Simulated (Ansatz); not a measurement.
Pt3Pb (Cu3Au type, space group No. 221) at seven volumes, PBEsol in the plane-wave PAW code Ansatz, scaled uniformly. One row is withheld.

```
V (Å³/atom)  P (GPa)
-----------  -------
15.314             ?
15.819         14.98
16.324          6.76
16.829          0.00
17.333         -5.56
17.838        -10.11
18.343        -13.82
```

Q: Fit the shown pressures and predict the withheld one.

A: P = (3/2)B₀(x^(7/2) − x^(5/2))[1 + (3/4)(B′ − 4)(x − 1)] with x = (V₀/V)^(2/3). Least squares on the six rows gives V₀ = 16.828 Å³/atom, B₀ = 204 GPa, B′ = 5.57. At V = 15.314, x = 1.0649 and P = 25.00 GPa. The run itself gave 24.95 GPa.

Space group Pm-3m (Cu3Au type). The workflow started from an entry of the Crystallography Open Database (COD). Whether it is the stable phase at ambient conditions was not checked. The cell was relaxed with PBEsol under the symmetry of its start; of distortions, only those at the zone centre were tested. No spin polarisation was allowed. Scalar-relativistic: spin–orbit coupling is off unless named, which matters more the heavier the elements.

Potentials: the later of the program's two PAW sets.
